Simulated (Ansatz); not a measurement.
An Ansatz (a program for electronic structure) run. Input:

Ansatz 0.2 input:
```yaml
crystal:
  lattice:
    - [0.0, 3.0394601025, 3.0394601025]
    - [3.0394601025, 0.0, 3.0394601025]
    - [3.0394601025, 3.0394601025, 0.0]
  atoms:
    - { symbol: Cu, position: [0.0, 0.0, 0.0] }
    - { symbol: I, position: [0.25, 0.25, 0.25] }
kpoints:
  mp_grid: { grid: [6, 6, 6] }
  band_path:
    path:
      - [[0.0, 0.0, 0.0], [0.5, 0.0, 0.5], [0.625, 0.25, 0.625]]  # Γ-X-U
      - [[0.375, 0.375, 0.75], [0.0, 0.0, 0.0], [0.5, 0.5, 0.5], [0.5, 0.25, 0.75], [0.5, 0.0, 0.5]]  # K-Γ-L-W-X
      - [VBM, CBM]
    npoints: 12
basis: { xc_grid: 2 }
hamiltonian:
  xc: pbe
  pseudopotentials: { kind: paw }
magnetization: { noncollinear: true, spin_orbit: true }
scf:
  n_extra_bands: 12
  convergence: { dr2_threshold: 0.0000000001 }
  occupations: { method: gaussian, width: 0.01 }
checkpoint: { write: soc.run }
output: { eigenvalues: true }
```

Output (shortened):

```
Pseudopotentials: kind: paw_fr
Pseudopotential: Cu, paw_fr, valence charge 19
Pseudopotential: I, paw_fr, valence charge 17
Functional definition: PBE
non-collinear run that drives no moment, with spin-orbit …
Crystal: 2 atoms, lattice volume = 56.159 Å³
Basis set: ecut = 420 eV, 1067 PW (Γ), exchange–correlation on 60×60×60 points (8 copies of the dense FFT grid, shifted against one another)
Bands: 48, of which v1, the nominal top of the filled ones, is band 36 counted from 1 (35 counted from 0)
Symmetry: 24 space group operations + 24 with time reversal
k-points: 16 of 216 (time reversal used)
Projection manifold: j_resolved (fully-relativistic pseudo-atomic orbitals)
Initial density: superposition of atomic densities (chi_scale 0.1, normalization cell, long waves kept (reshape's long-wave potential 0.00 eV rms))
Initial wavefunctions: pseudopotential atomic-orbital guess
Eigensolver: davidson
Functional: x = pbe(κ = 0.804, μ = 0.2195149727645171), c = pbe(β = 0.06672455060314922)
SCF iter   1: F=—  HF=-14142.750182 eV  |F-HF|=—  |Δ(HF+E_count)|=         —  Δρ=7.63e-2  dr2=3.40e0  dr2_m=0.00e0 (ungated)  ethr=3.10e-3  |M|=0.00e0 ∫|m|=0.00e0 μB  |m|>n=0.0e0 m-floor=0.0e0 τ_xc=0.0e0  β_m=0.30  ⟨swp⟩=10.2  Hψ=4330  notcnv=0  defer=11
all-band conjugate gradients solve this SCF's bands
preconditioner: auto → none
SCF iter   2: F=—  HF=-14141.869418 eV  |F-HF|=—  |Δ(HF+E_count)|=   8.81e-1  Δρ=3.83e-2  dr2=4.33e-1  dr2_m=0.00e0 (ungated)  ethr=3.10e-3  |M|=0.00e0 ∫|m|=0.00e0 μB  |m|>n=0.0e0 m-floor=0.0e0 τ_xc=0.0e0  β_m=0.27  ⟨swp⟩=3.1  Hψ=1634  notcnv=0  defer=94
SCF iter   3: F=—  HF=-14141.755865 eV  |F-HF|=—  |Δ(HF+E_count)|=   1.14e-1  Δρ=1.08e-2  dr2=9.06e-2  dr2_m=0.00e0 (ungated)  ethr=1.20e-3  |M|=0.00e0 ∫|m|=0.00e0 μB  |m|>n=0.0e0 m-floor=0.0e0 τ_xc=0.0e0  β_m=0.36  ⟨swp⟩=2.0  Hψ=1201  notcnv=0  defer=94
SCF iter   4: F=—  HF=-14141.750757 eV  |F-HF|=—  |Δ(HF+E_count)|=   5.11e-3  Δρ=8.30e-3  dr2=2.02e-2  dr2_m=0.00e0 (ungated)  ethr=2.52e-4  |M|=0.00e0 ∫|m|=0.00e0 μB  |m|>n=0.0e0 m-floor=0.0e0 τ_xc=0.0e0  β_m=0.66  ⟨swp⟩=3.0  Hψ=1210  notcnv=0  defer=94
SCF iter   5: F=—  HF=-14141.762467 eV  |F-HF|=—  |Δ(HF+E_count)|=   1.17e-2  Δρ=1.27e-3  dr2=7.39e-4  dr2_m=0.00e0 (ungated)  ethr=5.62e-5  |M|=0.00e0 ∫|m|=0.00e0 μB  |m|>n=0.0e0 m-floor=0.0e0 τ_xc=0.0e0  β_m=0.64  ⟨swp⟩=2.1  Hψ=1228  notcnv=0  defer=94
SCF iter   6: F=—  HF=-14141.762767 eV  |F-HF|=—  |Δ(HF+E_count)|=   3.00e-4  Δρ=1.11e-3  dr2=6.08e-4  dr2_m=0.00e0 (ungated)  ethr=2.05e-6  |M|=0.00e0 ∫|m|=0.00e0 μB  |m|>n=0.0e0 m-floor=0.0e0 τ_xc=0.0e0  β_m=0.78  ⟨swp⟩=2.1  Hψ=1355  notcnv=0  defer=94
SCF iter   7: F=—  HF=-14141.762643 eV  |F-HF|=—  |Δ(HF+E_count)|=   1.24e-4  Δρ=8.89e-5  dr2=5.00e-6  dr2_m=0.00e0 (ungated)  ethr=1.69e-6  |M|=0.00e0 ∫|m|=0.00e0 μB  |m|>n=0.0e0 m-floor=0.0e0 τ_xc=0.0e0  β_m=0.81  ⟨swp⟩=2.0  Hψ=932  notcnv=0  defer=94
SCF iter   8: F=—  HF=-14141.762641 eV  |F-HF|=—  |Δ(HF+E_count)|=   1.95e-6  Δρ=2.39e-5  dr2=2.66e-7  dr2_m=0.00e0 (ungated)  ethr=1.39e-8  |M|=0.00e0 ∫|m|=0.00e0 μB  |m|>n=0.0e0 m-floor=0.0e0 τ_xc=0.0e0  β_m=0.79  ⟨swp⟩=2.0  Hψ=960  notcnv=0  defer=94
SCF iter  11: F=-14141.762642 eV  HF=-14141.762642 eV  |F-HF|=7.28e-12  |Δ(HF+E_count)|=  9.09e-12  Δρ=1.35e-7  dr2=5.25e-12  dr2_m=0.00e0 (ungated)  ethr=1.00e-12  |M|=0.00e0 ∫|m|=0.00e0 μB  |m|>n=0.0e0 m-floor=0.0e0 τ_xc=0.0e0  ⟨swp⟩=11.0  Hψ=2867  notcnv=0
SCF 1 converged in 11 iterations: F = -14141.762642 eV  dr2 = 5.25e-12
NSCF: frozen V_eff on 16 k-points
NSCF: frozen V_eff on 14 k-points
NSCF: frozen V_eff on 2 k-points
NSCF: frozen V_eff on 2 k-points
NSCF: frozen V_eff on 2 k-points
NSCF: frozen V_eff on 4 k-points
NSCF: frozen V_eff on 7 k-points
NSCF: frozen V_eff on 87 k-points
SCF converged after 11 iterations
Magnetization: |M| = 0.0000 μB,  M = (+0.0000, +0.0000, +0.0000) μB
Absolute magnetization: 0.0000 μB (∫|m|)
  site 0: m = (+0.0000, +0.0000, +0.0000) μB, |m| = 0.0000 μB  (R = 1.09 Å)
  site 1: m = (+0.0000, +0.0000, +0.0000) μB, |m| = 0.0000 μB  (R = 1.09 Å)
Free energy (F): -14141.762642 eV
Harris-Foulkes:  -14141.762642 eV  (|F-HF|=7.28e-12)
Internal energy: -14141.762642 eV  (E = F + TS)
E sigma→0 (E₀):  -14141.762642 eV
Fermi energy:    8.674734 eV
--- Per-component energies (eV) ---
  E_band       = -870.257681
  E_kinetic    = 489.632881
  E_local      = -7641.763636  (includes V_loc(G=0)·N_el)
  E_nonlocal   = 313.988065
  E_hartree    = 3551.010880
  E_xc         = -215.304699
  E_vxc        = -241.051237  (∫ρ·V_xc dr)
  E_paw        = -6496.074280  (= ΣΔE_a)
  E_vpaw       = -893.085980  (= ΣTr[D̂ρ^β])
  E_aug_tail   = 0.000262  (compensation charges beyond the density's cutoff)
  E_ewald      = -4143.252115
  E_smearing   =  0.000000  (= −TS)
  E_closure    =  0.000000  (closes the sum)
  Σ components = -14141.762642   (vs F -14141.762642, Δ=0.00e0)
  [band-id]    e_kinetic+e_local+e_nonlocal+2·e_hartree+e_vxc+e_vpaw+e_augmentation_tail = -870.257885   (vs E_band -870.257681, Δ=-2.04e-4)
--- Band table (eV; the first three rows and the last of 16) ---
  k-point 0: bands = ["-103.4058", "-103.4058", "-62.5726", "-62.5726", "-59.9868", "-59.9868", "-59.9868", "-59.9868", "-38.6497", "-38.6497", "-38.6497", "-38.6497", "-36.9397", "-36.9397", "-36.9367", "-36.9367", "-36.9367", "-36.9367", "-5.9258", "-5.9258", "3.9940", "3.9940", "4.5815", "4.5815", "4.5815", "4.5815", "6.2229", "6.2229", "6.2229", "6.2229", "7.7805", "7.7805", "8.2011", "8.2011", "8.2011", "8.2011", "9.1483", "9.1483", "12.8758", "12.8758", "12.9532", "12.9532", "12.9532", "12.9532", "16.1583", "16.1583", "17.7454", "17.7454"]
  k-point 1: bands = ["-103.4058", "-103.4058", "-62.5727", "-62.5727", "-59.9868", "-59.9868", "-59.9868", "-59.9868", "-38.6497", "-38.6497", "-38.6497", "-38.6497", "-36.9396", "-36.9396", "-36.9368", "-36.9368", "-36.9367", "-36.9367", "-5.8025", "-5.8025", "3.7105", "3.7105", "4.3761", "4.3761", "4.5811", "4.6043", "6.1904", "6.1968", "6.1968", "6.2565", "7.1965", "7.1965", "7.7513", "7.7513", "7.9611", "8.0134", "10.0829", "10.0829", "12.9153", "12.9153", "13.2405", "13.2405", "13.2973", "13.3104", "16.8467", "16.8467", "16.8522", "16.8604"]
  k-point 2: bands = ["-103.4058", "-103.4058", "-62.5727", "-62.5727", "-59.9868", "-59.9868", "-59.9868", "-59.9868", "-38.6497", "-38.6497", "-38.6496", "-38.6496", "-36.9395", "-36.9395", "-36.9368", "-36.9368", "-36.9365", "-36.9365", "-5.5324", "-5.5324", "2.8593", "2.8593", "4.2781", "4.2781", "4.5951", "4.6200", "6.1539", "6.1539", "6.2152", "6.2967", "6.5571", "6.5571", "7.4408", "7.4408", "7.5724", "7.6366", "10.2681", "10.2681", "13.5037", "13.5037", "13.5462", "13.5573", "14.4318", "14.4318", "16.6581", "16.6581", "17.2982", "17.2982"]
  k-point 15: bands = ["-103.4059", "-103.4059", "-62.5727", "-62.5727", "-59.9868", "-59.9868", "-59.9868", "-59.9868", "-38.6497", "-38.6496", "-38.6495", "-38.6495", "-36.9394", "-36.9393", "-36.9366", "-36.9366", "-36.9365", "-36.9365", "-5.1973", "-5.1947", "2.5736", "2.7878", "3.5899", "3.8675", "4.3172", "4.3521", "6.0325", "6.0862", "6.2004", "6.2805", "6.2960", "6.3644", "6.4950", "6.5184", "6.7566", "6.8435", "11.7487", "11.9123", "11.9592", "12.0375", "15.0365", "15.0857", "15.2067", "15.2682", "17.9752", "18.3858", "19.7319", "19.7757"]
  band table: 48 of 48 bands, residual norms ≤ 1.0e-3 eV
```

Cost: roughly 60 core-seconds on shared cores.

Space group F-43m (zinc blende). The cell was relaxed with PBE under the symmetry of its start; phonons on a q-mesh show no instability. No spin polarisation was allowed.

Potentials: the later of the program's two PAW sets.

Ansatz is a plane-wave DFT program.
